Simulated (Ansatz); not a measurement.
Starting cell, BN (zinc blende):

```
BN
1.0
    0.00000     3.60886     3.60886
    1.80443     0.00000     1.80443
    1.80443     1.80443     0.00000
N B
2 2
Direct
  0.37500   0.75000   0.75000
  0.87500   0.75000   0.75000
  0.00000   0.00000   0.00000
  0.50000   0.00000   0.00000
```

The atoms are displaced by Q × the pattern below (from a DFPT mode at L = (0.5, 0.0, 0.0), largest move 1; Q in Å), at fixed cell. It is one choice among 2 degenerate patterns. (q is in reciprocal vectors of the primitive cell; the cell shown is doubled to hold the pattern.)

```csv
atom,x,y,z
N1,0.217,-0.395,0.611
N2,-0.217,0.395,-0.611
B3,0.285,-0.520,0.805
B4,-0.285,0.520,-0.805
```

These are r2SCAN (plane waves to 500 eV, PAW, scalar-relativistic; Ansatz, a program for electronic structure) values and carry that method's errors. k mesh 8×16×16 (Γ-centred), Fermi-Dirac smearing 0.05 eV. The energy includes the smearing's −TS. BN was relaxed with its symmetry unable to fall. The PAW data are Ansatz's earlier set. ΔE is measured from the undisplaced structure.

```csv
Q (Å),ΔE (meV/cell)
-0.1000,665
-0.0833,461
-0.0667,withheld
-0.0500,166
-0.0333,74
-0.0167,18
0.0000,0
0.0167,18
0.0333,74
0.0500,166
0.0667,withheld
0.0833,461
0.1000,665
```

Q: Fit an even polynomial form (powers 2, 4) to the given rows and predict ΔE at Q = 0.0667.

A: Least squares on the 11 given rows: ΔE = (66360)·Q² + (12960)·Q⁴, in meV/cell with Q in Å; root-mean-square residual 0.3 meV/cell. At 0.0667 the fit gives 295 meV/cell; the calculation gives 295 meV/cell, the same to the digits shown. The quadratic term alone would give 295 meV/cell.

(A displaced cell: forces are minus the slopes of the energy, force constants its curvatures, and phonons follow from these.)
